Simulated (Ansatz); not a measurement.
**Notes on SrLaO3**

```
CELL_PARAMETERS angstrom
5.17991 -0.01573 -1.02618
0.02758 5.76774 0.18079
-1.30629 0.67632 5.46471
ATOMIC_POSITIONS crystal
Sr 0.38760 0.91536 0.93116
Sr 0.75119 0.14874 0.65369
La 0.08276 0.01334 0.29760
La 0.23765 0.46841 0.62809
O 0.79266 0.65564 0.23015
O 0.73965 0.33811 0.22104
O 0.26241 0.63504 0.21269
O 0.05894 0.42651 0.09308
O 0.54179 0.78097 0.58658
O 0.69658 0.84687 0.38990
```

Level: PBE, no spin polarisation; 420 eV; 4×3×4 (shifted by 0, 0.5, 0 steps) mesh; fermi-dirac occupations (width 0.1 eV); Ansatz 0.2.0, fixed geometry.

**Question.** Is it stable against the elements?

**Answer.** -0.56 eV an atom against the elements' usual phases (free molecules for gases, crystals otherwise, with no correction for O₂ or N₂), so it is bound against them; other compounds may still compete. Relaxing would lower it.

**Question.** Is the cell too large or too small?

**Answer.** The pressure is 15.5 GPa (compression positive), so with the atoms held at these fractions the cell would first expand; the forces are large, so a full relaxation may end otherwise. The principal stresses 4.1, 14.5, 27.8 GPa differ, so its shape would change too.

**Question.** Where is the largest force?

**Answer.** The largest is on O9: 6.43 eV/Å, components (-3.95, 0.31, 5.06). It makes 168° with the line to a nearest neighbour, O10 at 1.64 Å, pointing away from it.

**Question.** Metal or insulator?

**Answer.** It is a metal on this mesh, though the bands barely overlap, with about 4.7 states/eV a cell as the mean within 0.25 eV of the Fermi level, mostly O p (42 %) and La d (28 %).

Origin: a disordered cell, so it need not be a known compound. Caveats: many states at the Fermi level without spin polarisation, so a magnetic state may lie lower; the k mesh is coarse if the cell is a metal; atoms or cell far from equilibrium; f levels without a U or exact exchange are poorly placed.
